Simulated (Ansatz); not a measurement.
Space group C2/c (No. 15). a = 5.653 Å, b = 9.192 Å, c = 8.945 Å, α = 90.00°, β = 104.45°, γ = 90.00°
```json
{"atom": "Li", "site": "8f", "symmetry": "1", "x": "0.3745", "y": "0.3265", "z": "0.4399"}
{"atom": "Li", "site": "8f", "symmetry": "1", "x": "0.6594", "y": "0.8861", "z": "0.0432"}
{"atom": "Li", "site": "4e", "symmetry": "2", "x": "0.5000", "y": "0.1684", "z": "0.2500"}
{"atom": "Nb", "site": "4e", "symmetry": "2", "x": "0.5000", "y": "0.5873", "z": "0.2500"}
{"atom": "O", "site": "8f", "symmetry": "1", "x": "0.6585", "y": "0.6695", "z": "0.1065"}
{"atom": "O", "site": "8f", "symmetry": "1", "x": "0.3139", "y": "0.1122", "z": "0.4123"}
{"atom": "O", "site": "4e", "symmetry": "2", "x": "0.5000", "y": "0.3850", "z": "0.2500"}
```

Equation of state of this Li$_{5}$NbO$_{5}$ structure (not necessarily the ground state), with shape and atoms relaxed at each volume where symmetry leaves them free. Method: DFT PBEsol, scalar-relativistic, plane waves, PAW in Ansatz.

Plane waves to 420 eV, a k mesh through Γ of 6×6×4 on the computed 22-atom cell and Gaussian smearing (0.02 eV); no spin polarisation.

```json
{"V (Å³/atom)": "9.001", "E − E(largest V) (meV/atom)": "24.31", "P (GPa)": "13.08", "gap on mesh (eV)": "3.94"}
{"V (Å³/atom)": "9.308", "E − E(largest V) (meV/atom)": "3.24", "P (GPa)": "9.06", "gap on mesh (eV)": "3.99"}
{"V (Å³/atom)": "9.615", "E − E(largest V) (meV/atom)": "-10.65", "P (GPa)": "5.55", "gap on mesh (eV)": "4.00"}
{"V (Å³/atom)": "9.922", "E − E(largest V) (meV/atom)": "-18.34", "P (GPa)": "2.54", "gap on mesh (eV)": "3.98"}
{"V (Å³/atom)": "10.229", "E − E(largest V) (meV/atom)": "-20.71", "P (GPa)": "-0.01", "gap on mesh (eV)": "3.96"}
{"V (Å³/atom)": "10.536", "E − E(largest V) (meV/atom)": "-18.58", "P (GPa)": "-2.18", "gap on mesh (eV)": "3.93"}
{"V (Å³/atom)": "10.843", "E − E(largest V) (meV/atom)": "-12.65", "P (GPa)": "-3.97", "gap on mesh (eV)": "3.89"}
{"V (Å³/atom)": "11.252", "E − E(largest V) (meV/atom)": "0.00", "P (GPa)": "-5.86", "gap on mesh (eV)": "3.80"}
```

Problem. Fit a third-order Birch–Murnaghan equation to E(V).

Solution. V0 = 10.23 Å³/atom, B0 = 77 GPa, B0' = 4.4.

The gaps are read on the mesh, which can miss the band edges, so they can be too wide.

Cost: 8 runs of about 25 core-minutes in all, on Intel Xeon 6975P-C (Granite Rapids) (shared hosts).